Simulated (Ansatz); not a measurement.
The calculation used DFT, r2SCAN, plane waves (500 eV) with PAW, scalar-relativistic in Ansatz. The PAW files were generated under PBE, with cores re-solved for the functional.

An element in the bcc structure gives this curve. The cell is scaled uniformly from the relaxed one, with fractional coordinates and shape fixed. Energies are extrapolated to zero smearing, pressures are those at the given smearing. Magnetic state: spin not included.

```csv
V (Å³/atom),E − E₀ (meV/atom),P (GPa)
13.054,320.9,64.73
13.648,132.2,38.43
14.241,30.9,17.30
14.834,-0.1,0.31
15.428,25.6,-13.34
16.021,96.6,-24.28
16.615,203.9,-33.00
```

Problem. Which element is it?
A. tungsten
B. vanadium
C. silicon
D. rhenium

Solution. D. Its fit is V₀ = 14.84 Å³/atom, B₀ = 379 GPa, B₀′ = 4.5.
